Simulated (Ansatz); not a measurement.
# Energy landscape near a ScNb structure

Computed with DFT PBE, scalar-relativistic, plane waves, PAW in Ansatz 0.2.0.

Cutoff 420 eV; k points 15×15×8 on the computed 2-atom cell (Γ-centred); Gaussian smearing, width 0.10 eV; no spin polarisation.

Reference cell:

```
Sc Nb
1.0
     3.06564    0.00000    0.00000
    -1.53282    2.65493    0.00000
     0.00000    0.00000    5.07219
Sc Nb
1 1
Direct
  0.00000 0.00000 0.00000
  0.33333 0.66667 0.50000
```

Each variant moves atoms of this cell by the vectors given, if any (Å), and then applies a symmetric strain (tensor components, Cartesian axes). The reference cell isn't relaxed at this level. Energies are per atom at zero smearing, counted from the lowest variant. Pressure is positive in compression.

1. strain (xx yy zz yz xz xy, %) 0.72 0.72 -2.28 0.00 0.00 0.00
2. strain (xx yy zz yz xz xy, %) -0.29 -0.29 5.71 0.00 0.00 0.00
3. strain (xx yy zz yz xz xy, %) -2.07 -2.07 0.93 0.00 0.00 0.00
4. strain (xx yy zz yz xz xy, %) 4.40 4.40 1.40 0.00 0.00 0.00
5. no strain; moves: Sc1 (0.375, 0.000, 0.000)
6. strain (xx yy zz yz xz xy, %) 1.48 1.48 -0.02 0.00 0.00 0.00

```json
{"variant": "1", "ΔE (meV/atom)": "0.0", "P (GPa)": "0.75", "largest force (eV/Å)": "0.00", "space group": "P-6m2"}
{"variant": "2", "ΔE (meV/atom)": "33.5", "P (GPa)": "-4.73", "largest force (eV/Å)": "0.00", "space group": "P-6m2"}
{"variant": "3", "ΔE (meV/atom)": "8.1", "P (GPa)": "3.21", "largest force (eV/Å)": "0.00", "space group": "P-6m2"}
{"variant": "4", "ΔE (meV/atom)": "63.7", "P (GPa)": "-8.63", "largest force (eV/Å)": "0.00", "space group": "P-6m2"}
{"variant": "5", "ΔE (meV/atom)": "23.1", "P (GPa)": "-0.64", "largest force (eV/Å)": "0.29", "space group": "Pm"}
{"variant": "6", "ΔE (meV/atom)": "2.9", "P (GPa)": "-3.01", "largest force (eV/Å)": "0.00", "space group": "P-6m2"}
```